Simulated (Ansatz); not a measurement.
CrCuO2 (delafossite type, space group R-3m)

```xyz
4
Lattice="1.5064 0.8697 5.7039 -1.5064 0.8697 5.7039 0.0000 -1.7394 5.7039" Properties=species:S:1:pos:R:3 pbc="T T T"
Cu     0.0000     0.0000     0.0000
Cr     0.0000     0.0000     8.5559
O      0.0000     0.0000     1.8556
O      0.0000     0.0000    15.2562
```

The slice is a (0001) plane (indices of the conventional cell) through the point (0.108, 0.108, 0.108) (fractional), spanned by u = [1 0 -1] and v = [-1 2 -1] in vectors of this cell: u (3.01 Å) and v (5.22 Å, at 90° to u). It covers one period; positions are fractions (u, v).

All values below come from PBE (plane waves to 420 eV, PAW, scalar-relativistic; Ansatz, a quantum-chemistry and plane-wave program). k mesh 13×13×13. Inside the PAW spheres the values are not all-electron values, and peaks at nuclei hang on which shells count as valence. CrCuO2 is run spin-polarised and with no Hubbard U. CrCuO2 was relaxed with its symmetry unable to fall. Relaxed CrCuO2 ends ferromagnetic. Other magnetic orders were not checked, so this need not be the ground state.

Three fields on this plane, each scaled to ten steps between its own extremes (0 low, 9 high; the total valence density on a logarithmic scale, the potential cut 8 eV below its top; x marks points blanked near nuclei; v = 0 in the bottom row):

Map A
```
|xxxxx001111100xxxx|
|xxxxx000010000xxxx|
|xxxx00000000000xxx|
|xxx0000000000000xx|
|111000000000000011|
|111111000000011111|
|322211100000111222|
|544321100000112344|
|775432100000123457|
|986431100000113468|
|986421100000112468|
|8753210xxxxx012357|
|654211xxxxxxx11245|
|44321xxxxxxxxx1234|
|32211xxxxxxxxx1122|
|22110xxxxxxxxx0112|
|11100xxxxxxxxx0011|
|10000xxxxxxxxx0000|
|000000xxxxxxx00000|
|0000000xxxxx000000|
|000000011111000000|
|000011111111111000|
|000111222322211100|
|000112344544321100|
|000123457775432100|
|000113468986431100|
|000112468986421100|
|xxx0123578753210xx|
|xxxx11245654211xxx|
|xxxxx123444321xxxx|
|xxxxx112232211xxxx|
|xxxxx011222110xxxx|
```

Map B
```
|xxxxx678878876xxxx|
|xxxxx789989987xxxx|
|xxxx68999999986xxx|
|xxx6789999999876xx|
|445688999999988654|
|445678999999987654|
|334567899999876543|
|112457899999875421|
|000346789998764300|
|000246788888764200|
|000245666666654200|
|0002445xxxxx544200|
|002344xxxxxxx44320|
|23344xxxxxxxxx4433|
|44555xxxxxxxxx5554|
|66765xxxxxxxxx5676|
|78876xxxxxxxxx6788|
|89987xxxxxxxxx7899|
|999986xxxxxxx68999|
|9999876xxxxx678999|
|999988654445688999|
|999987654445678999|
|999876543334567899|
|999875421112457899|
|998764300000346789|
|888764200000246788|
|666654200000245666|
|xxx5442000002445xx|
|xxxx44320002344xxx|
|xxxxx443323344xxxx|
|xxxxx555444555xxxx|
|xxxxx567666765xxxx|
```

Map C
```
|xxxxx851000158xxxx|
|xxxxx841000148xxxx|
|xxxx96310001369xxx|
|xxx9741000001479xx|
|998642000000024689|
|543211000000011234|
|111110000000001111|
|111110000000001111|
|322111112221111122|
|432111345654311123|
|432113689998631123|
|3311369xxxxx963113|
|221259xxxxxxx95212|
|11137xxxxxxxxx7311|
|11149xxxxxxxxx9411|
|11259xxxxxxxxx9521|
|00158xxxxxxxxx8510|
|00148xxxxxxxxx8410|
|001369xxxxxxx96310|
|0001479xxxxx974100|
|000024689998642000|
|000011234543211000|
|000001111111110000|
|000001111111110000|
|221111122322111112|
|654311123432111345|
|998631123432113689|
|xxx9631133311369xx|
|xxxx95212221259xxx|
|xxxxx731111137xxxx|
|xxxxx941111149xxxx|
|xxxxx952111259xxxx|
```

Task: Assign the maps to these fields: ELF of the up spins; spin density, up minus down; electrostatic potential energy of an electron, from the cell's mean.

Result: A is the spin density, up minus down; B is the electrostatic potential energy of an electron, from the cell's mean; C is the ELF of the up spins.
